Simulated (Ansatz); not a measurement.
A distorted cell of TiC (rock salt):

```xyz
4
Lattice="0.0000 4.3278 4.3278 2.1639 2.1639 4.3278 2.1639 2.1639 0.0000" Properties=species:S:1:pos:R:3 pbc="T T T"
C      0.0000     0.0000    -0.0253
C      2.1639     4.3278     2.1892
Ti     2.1639     2.1639     2.4439
Ti     2.1639     4.3278     4.0478
```

These are r2SCAN (plane waves to 500 eV, PAW, scalar-relativistic; Ansatz, a program for electronic structure) values and carry that method's errors. k mesh 18×18×18 (Γ-centred), Fermi-Dirac smearing 0.05 eV. Compression counts positive. With partly filled bands, energies and forces of such displacements shift with the k mesh and the smearing. TiC is run without spin polarisation. TiC was relaxed with its symmetry unable to fall.

Q: Predict the force on every atom, in eV/Å.

A: 
```json
[
 {"atom": "C1", "Fx": "0.000", "Fy": "0.000", "Fz": "1.407"},
 {"atom": "C2", "Fx": "0.000", "Fy": "0.000", "Fz": "-1.407"},
 {"atom": "Ti3", "Fx": "0.000", "Fy": "0.000", "Fz": "-7.640"},
 {"atom": "Ti4", "Fx": "0.000", "Fy": "0.000", "Fz": "7.640"}
]
```

Q: What is the stress tensor (GPa)?

A: 
```
   15.3      0.0      0.0
    0.0     15.3      0.0
    0.0      0.0     37.8
```
The pressure, a third of the trace, is 22.8 GPa.

(A displaced cell: forces are minus the slopes of the energy, force constants its curvatures, and phonons follow from these.)
